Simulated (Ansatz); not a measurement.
A relaxation computed with Ansatz, from input to last step.

```yaml
crystal:
  lattice:
    - [5.2963781446, 0.0, 0.0]
    - [0.0, 5.2963781446, 0.0]
    - [0.0, 0.0, 5.2963781446]
  atoms:
    - { symbol: Be, position: [0.0, 0.0, 0.0] }
    - { symbol: Be, position: [0.5, 0.5, 0.5] }
    - { symbol: Tl, position: [0.25, 0.25, 0.25] }
    - { symbol: Tl, position: [0.25, 0.75, 0.75] }
    - { symbol: Tl, position: [0.75, 0.75, 0.25] }
    - { symbol: Tl, position: [0.75, 0.25, 0.75] }
basis:
  ecutwfc: 420
kpoints:
  mp_grid: { grid: [4, 4, 4] }
hamiltonian:
  xc: pbe
scf:
  occupations: { method: gaussian, width: 0.1 }
  lower_state_search: "off"
output:
  forces: true
  stress: true
  eigenvalues: true
relax:
  adjacent_minimum: "off"
  f_tol: 0.04
  max_steps: 70
  cell: { stress_tol: 0.4 }
```

```bash
ansatz run input.yaml --threads 1 --pin off --max-ram 2560MiB --backend cpu --events-out ev --progress --plain --runs-dir out
```

All numbers below come from Ansatz, DFT PBE, scalar-relativistic, plane waves, PAW.

Of 3 frames 3 are shown, positions in Å and forces in eV/Å; the SCF threshold varies from step to step. Steps run on the plane waves of an earlier cell, with a Pulay correction in the pressure. The basis is chosen afresh for the last frame, the zero of the energies, and at times for earlier ones too; energy and pressure step there, also at an unchanged geometry.

```xyz
6
Lattice="5.2964 0.0000 0.0000 0.0000 5.2964 0.0000 0.0000 0.0000 5.2964" Properties=species:S:1:pos:R:3:forces:R:3 pbc="T T T" step=1 free_energy_over_end_meV_per_atom=53.29 pressure_GPa=5.43
Be    0.0000    0.0000    0.0000    0.0000    0.0000    0.0000
Be    2.6482    2.6482    2.6482    0.0000    0.0000    0.0000
Tl    1.3241    1.3241    1.3241    0.0000    0.0000    0.0000
Tl    1.3241    3.9723    3.9723    0.0000    0.0000    0.0000
Tl    3.9723    3.9723    1.3241    0.0000    0.0000    0.0000
Tl    3.9723    1.3241    3.9723    0.0000    0.0000    0.0000
6
Lattice="5.5410 0.0000 0.0000 0.0000 5.5410 0.0000 0.0000 0.0000 5.5410" Properties=species:S:1:pos:R:3:forces:R:3 pbc="T T T" step=2 free_energy_over_end_meV_per_atom=0.79 pressure_GPa=-0.01
Be    0.0000    0.0000    0.0000    0.0000    0.0000    0.0000
Be    2.7705    2.7705    2.7705    0.0000    0.0000    0.0000
Tl    1.3852    1.3852    1.3852    0.0000    0.0000    0.0000
Tl    1.3852    4.1557    4.1557    0.0000    0.0000    0.0000
Tl    4.1557    4.1557    1.3852    0.0000    0.0000    0.0000
Tl    4.1557    1.3852    4.1557    0.0000    0.0000    0.0000
6
Lattice="5.5410 0.0000 0.0000 0.0000 5.5410 0.0000 0.0000 0.0000 5.5410" Properties=species:S:1:pos:R:3:forces:R:3 pbc="T T T" step=3 free_energy_over_end_meV_per_atom=0.00 pressure_GPa=-0.02
Be    0.0000    0.0000    0.0000    0.0000    0.0000    0.0000
Be    2.7705    2.7705    2.7705    0.0000    0.0000    0.0000
Tl    1.3852    1.3852    1.3852    0.0000    0.0000    0.0000
Tl    1.3852    4.1557    4.1557    0.0000    0.0000    0.0000
Tl    4.1557    4.1557    1.3852    0.0000    0.0000    0.0000
Tl    4.1557    1.3852    4.1557    0.0000    0.0000    0.0000
```

The start puts this composition into another compound's structure type, which needn't suit it. At the end the space group is Pn-3m (tolerance 0.05 Å).

Time: 11 s on 1 thread of Arm Neoverse V2, with other jobs on the host, peak memory 0.39 GiB.

The k mesh is coarse. Spin–orbit coupling is left out, which can shift energies with elements as heavy as these.